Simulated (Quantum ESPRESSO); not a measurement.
```xyz
5
Lattice="4.6212 0.0000 0.0000 0.0000 4.6212 0.0000 0.0000 0.0000 4.6212" Properties=species:S:1:pos:R:3 pbc="T T T"
H      2.3106     0.0000     2.3106
H      0.0000     2.3106     2.3106
H      2.3106     2.3106     0.0000
Ca     2.3106     2.3106     2.3106
Cs     0.0000     0.0000     0.0000
```

The geometry is that of Materials Project entry mp-644203, symmetrised and not relaxed again.

**Question.** What does PBEsol (Quantum ESPRESSO, PseudoDojo norm-conserving, 72 Ry, without SOC) give for the electronic structure near the Fermi level?

**Answer.** The PBEsol gap is direct, 2.95 eV at M. The cell is held in this high symmetry; tilts and polar distortions were not searched.

The structure is a Materials Project entry; no match was found in the copy of COD used, and its stability was not checked.
